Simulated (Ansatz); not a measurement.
AgNO$_{3}$:
```
CELL_PARAMETERS angstrom
      2.53616     1.46425     2.68584
     -2.53616     1.46425     2.68584
      0.00000    -2.92851     2.68584
ATOMIC_POSITIONS crystal
  Ag 0.99376 0.99376 0.99376
  N  0.57507 0.57507 0.57507
  O  0.43480 0.43480 0.86295
  O  0.86295 0.43480 0.43480
  O  0.43480 0.86295 0.43480
```

Relaxed with r²SCAN+D4. Independent-particle spectrum: no excitons, no local fields, no scissors shift; 0.1 eV broadening; ε₁ of the summed bands alone.

Tabulate the dielectric function from plane-wave PAW r²SCAN+D4 (Ansatz code).



```tsv
E (eV)	ε₁ xx	ε₂ xx	ε₁ zz	ε₂ zz
0.0	4.08	0.00	2.46	0.00
0.4	4.10	0.00	2.46	0.00
0.8	4.15	0.00	2.47	0.00
1.2	4.23	0.00	2.49	0.00
1.6	4.37	0.00	2.52	0.00
2.0	4.59	0.00	2.56	0.00
2.4	4.99	0.00	2.62	0.00
2.8	6.04	0.56	2.73	0.00
3.2	5.96	1.65	2.91	0.06
3.6	4.92	2.65	3.13	0.32
4.0	5.88	3.27	3.34	0.77
4.4	4.10	3.84	2.87	1.15
4.8	3.09	2.57	1.85	1.03
5.2	4.00	2.88	2.23	0.16
5.6	3.94	3.86	2.60	0.30
6.0	2.73	4.82	2.82	0.65
6.4	-0.10	4.97	2.16	0.79
6.8	0.10	1.68	2.45	0.48
7.2	1.00	1.03	2.55	0.39
7.6	1.56	1.08	2.81	0.42
8.0	2.20	1.39	3.34	0.68
8.4	2.13	1.85	2.79	1.93
8.8	1.89	2.02	3.06	1.58
9.2	2.05	2.45	2.46	1.93
9.6	0.59	0.96	1.88	1.85
10.0	1.76	1.05	1.50	1.15
10.4	2.40	0.81	2.53	0.34
10.8	2.29	2.10	3.87	1.68
11.2	1.84	2.45	2.79	3.49
11.6	1.24	2.21	1.24	2.12
12.0	1.09	1.72	1.46	1.69
```

From ε at 3.7 eV (xx: 4.96 + 2.19i), find n, k, the normal reflectivity and the absorption coefficient.

n = 2.28, k = 0.481, R = 17 %, α = 2kE/ħc = 180000 cm⁻¹.

With all bands, ε∞ without local fields is 4.35 (xx = yy), 2.77 (zz).

Space group R3m. The workflow started from a Materials Project entry (that database holds measured and hypothetical structures alike); the Crystallography Open Database files this formula in space group No. 160, but the cells were not matched. Its standing as an ambient phase is unchecked. The cell was relaxed with r²SCAN+D4 under the symmetry of its start; its stability against distortions is not shown here. The run is not spin-polarised. Spin–orbit coupling is left out wherever it is not named.

Potentials: the later of the program's two PAW sets.
